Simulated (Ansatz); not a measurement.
A geometry of TiO2 away from equilibrium: step 3 of the relaxation of a relaxed TiO2 cell, doubled along one cell vector, shaken by Gaussian noise of σ = 0.08 Å a coordinate. Method: PBE (plane waves to 420 eV, PAW, scalar-relativistic; Ansatz, a quantum-chemistry and plane-wave program). Γ-centred k-mesh 5×9×4 on the run's cell (coarser than for final values), Fermi–Dirac smearing 0.05 eV. The plane waves were selected for a different cell earlier on the path.

```
TiO2
1.0
    6.00873     0.00129     0.00443
   -1.50162     2.57555    -0.01818
    0.00411    -0.03662     5.30556
Ti O
2 4
Direct
  0.98952   0.97232   0.01555
  0.49743   0.01634   0.96216
  0.15856   0.67489   0.17561
  0.66457   0.67113   0.17055
  0.33340   0.33257   0.80218
  0.82349   0.33631   0.80987
```

Task: Give the Cartesian forces on all atoms (eV/Å).

Result: 
```tsv
atom	Fx	Fy	Fz
Ti1	-0.44	0.05	0.13
Ti2	0.33	0.10	0.08
O3	0.32	-0.06	-0.11
O4	-0.05	-0.05	0.06
O5	-0.38	-0.07	0.08
O6	0.22	0.03	-0.25
```

The path ends in P-1 (No. 2) at a tolerance of 0.01 Å, P2₁/m (No. 11) at 0.1 Å. No spin polarisation in the result. No dispersion correction is included, so spacings between layers, chains or molecules are soft and tend to come out too large.

The end of the path is a generated cell of TiO2: the first start was made by placing the elements on the sites of a structure type, and the end was not matched to a known phase here, so it may be hypothetical. Known forms of TiO2 include space group No. 61, 136, 141.
